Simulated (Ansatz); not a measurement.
C:
```
C
1.0
    0.00000     4.79434     4.79434
    4.79434     0.00000     4.79434
    4.79434     4.79434     0.00000
C
10
Cartesian
  0.00000   0.00000   0.00000
  2.39717   2.39717   2.39717
  0.85262   0.85262   0.85262
  1.54455   1.54455   1.54455
  0.85262   3.94172   3.94172
  1.54455   3.24978   3.24978
  3.94172   0.85262   3.94172
  3.24978   1.54455   3.24978
  3.94172   3.94172   0.85262
  3.24978   3.24978   1.54455
```

Relaxed with plane-wave PAW r²SCAN (Ansatz code). Indices refer to the conventional cell of Fd-3m, a = b = c = 9.589 Å, α = β = γ = 90.00°.

### Question
Simulate the powder diffraction pattern (neutron, λ = 1.5401 Å; lines above 1 %) up to 2θ = 90°.

### Answer
Simulated powder pattern, neutron, λ = 1.5401 Å (kinematic, ideal powder, no thermal factors, coherent scattering alone; the 30 strongest lines at most, above 1 %, up to 2θ = 90°):

| 2θ (°) | d (Å) | I/Imax (%) | hkl |
|---|---|---|---|
| 15.99 | 5.536 | 100 | (111) |
| 26.26 | 3.390 | 22 | (220) |
| 32.31 | 2.768 | 27 | (222) |
| 37.48 | 2.397 | 3.9 | (400) |
| 40.98 | 2.200 | 30 | (331) |
| 46.34 | 1.957 | 1.4 | (422) |
| 49.33 | 1.845 | 10 | (333)+(511) |
| 54.04 | 1.695 | 12 | (440) |
| 56.73 | 1.621 | 1.3 | (531) |
| 57.61 | 1.598 | 17 | (442) |
| 61.05 | 1.516 | 1.6 | (620) |
| 63.55 | 1.462 | 8.0 | (533) |
| 64.38 | 1.446 | 1.3 | (622) |
| 69.99 | 1.343 | 24 | (551)+(711) |
| 73.88 | 1.281 | 21 | (642) |
| 82.20 | 1.171 | 15 | (733) |
| 85.91 | 1.130 | 26 | (660)+(822) |
| 88.13 | 1.107 | 31 | (751)+(555) |

The start of the workflow was typed in or built on a structure type. Its sites differ from those of the usual phase in this space group: another stacking or structure type. Symmetry was held in the r²SCAN relaxation; its stability against distortions is not shown here.

Potentials: the later of the program's two PAW sets.
